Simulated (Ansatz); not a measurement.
SnO2:
```
CELL_PARAMETERS angstrom
      4.76924     0.00000     0.00000
      0.00000     4.76924     0.00000
      0.00000     0.00000     3.21195
ATOMIC_POSITIONS crystal
  Sn 0.50000 0.50000 0.50000
  Sn 0.00000 0.00000 0.00000
  O  0.30628 0.30628 0.00000
  O  0.69372 0.69372 0.00000
  O  0.80628 0.19372 0.50000
  O  0.19372 0.80628 0.50000
```

Relaxed with PBEsol. Special points in fractions of this cell's reciprocal vectors: Γ (0.000, 0.000, 0.000); X (0.000, 0.500, 0.000); M (0.500, 0.500, 0.000); Z (0.000, 0.000, 0.500); R (0.000, 0.500, 0.500); A (0.500, 0.500, 0.500).

Question: List the band energies nearest the valence-band maximum at these points for plane-wave PAW PBEsol (Ansatz code).

Answer: In eV from the valence-band maximum; about four levels below and three above (degenerate sets whole), none deeper than 8.9 eV; points with the same levels are listed once.

```
k                         below                above
-  ----------------------------  -------------------
Γ  -1.26 -1.26 -0.77 -0.77 0.00  0.92 5.86 6.05 6.05
X       -1.22 -1.22 -0.63 -0.63  4.14 4.14 6.82 6.82
M       -1.34 -1.34 -0.89 -0.89  4.54 4.54 7.24 7.24
Z       -1.64 -1.64 -1.24 -1.24  5.88 5.88 9.44 9.44
R       -1.08 -1.08 -0.73 -0.73  6.15 6.15 7.74 7.74
A       -0.96 -0.96 -0.82 -0.82  4.56 4.56 8.62 8.62
```

Space group P4_2/mnm (rutile). The cell was relaxed with PBEsol under the symmetry of its start. Spin–orbit coupling is left out wherever it is not named.

Potentials: the later of the program's two PAW sets.
